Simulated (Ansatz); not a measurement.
## LaRe in the CsCl-type structure

Method: PBE, scalar-relativistic; no spin polarisation; PAW, 420 eV, 10×10×10 k-mesh, Gaussian smearing of 0.05 eV; code Ansatz; PAW files: Ansatz's generated set soft_2.

```
La Re
1.0
     3.58355    0.00000    0.00000
     0.00000    3.58355    0.00000
     0.00000    0.00000    3.58355
La Re
1 1
Direct
  0.00000 0.00000 0.00000
  0.50000 0.50000 0.50000
```

The structure was built from a prototype; whether the compound forms in it isn't claimed.

The cell above was scaled in volume, its shape and atoms being fixed by the lattice's symmetry. Energies are counted from the cell above.

The cell is relaxed to zero pressure at this level.

| V (Å³/atom) | ΔE (meV/atom) | P from the stress (GPa) |
| --- | --- | --- |
| 21.744 | 22.73 | 6.00 |
| 22.089 | 11.70 | 4.22 |
| 22.550 | 2.82 | 2.01 |
| 23.010 | 0.00 | 0.03 |
| 23.470 | 2.60 | -1.74 |
| 23.930 | 10.02 | -3.32 |
| 24.620 | 28.92 | -5.38 |
| 25.311 | 56.02 | -7.20 |

Do the energies and the pressures agree? Compare −ΔE/ΔV between neighbouring points (1 meV/Å³ = 0.1602 GPa) with the mean of their pressures.

| interval (Å³/atom) | −ΔE/ΔV (GPa) | mean P (GPa) |
| --- | --- | --- |
| 21.74 to 22.09 | 5.1 | 5.1 |
| 22.09 to 22.55 | 3.1 | 3.1 |
| 22.55 to 23.01 | 1.0 | 1.0 |
| 23.01 to 23.47 | -0.9 | -0.9 |
| 23.47 to 23.93 | -2.6 | -2.5 |
| 23.93 to 24.62 | -4.4 | -4.4 |
| 24.62 to 25.31 | -6.3 | -6.3 |
They differ by 0.05 GPa at most.

What do the two routes give for V0, B0 and B0′?

A third-order Birch–Murnaghan fit of the energies: V0 = 23.01 Å³/atom, B0 = 94 GPa, B0′ = 4.8. A polynomial of P in ln V, with B = −dP/d ln V at P = 0: V0 = 23.02 Å³/atom, B0 = 93 GPa, B0′ = 4.4.

B0·V0 = 93.7 GPa × 23.01 Å³ = 13.45 eV/atom sets the scale: near the minimum ΔE ≈ ½ B0 V0 x², with x = V/V0 − 1, and a pressure of 0.9 GPa squeezes the volume by about 1 %. At the ends of the curve: x = −5.5 % predicts 20.4 meV/atom and the run gives 22.7; x = +10.0 % predicts 67.2 meV/atom and the run gives 56.0. Compression costs more and expansion less than the parabola says, since the crystal stiffens as it shrinks; B0′ measures that.

Scalar-relativistic only: spin–orbit splittings of the heavy atoms' levels are missing. The run is a metal.
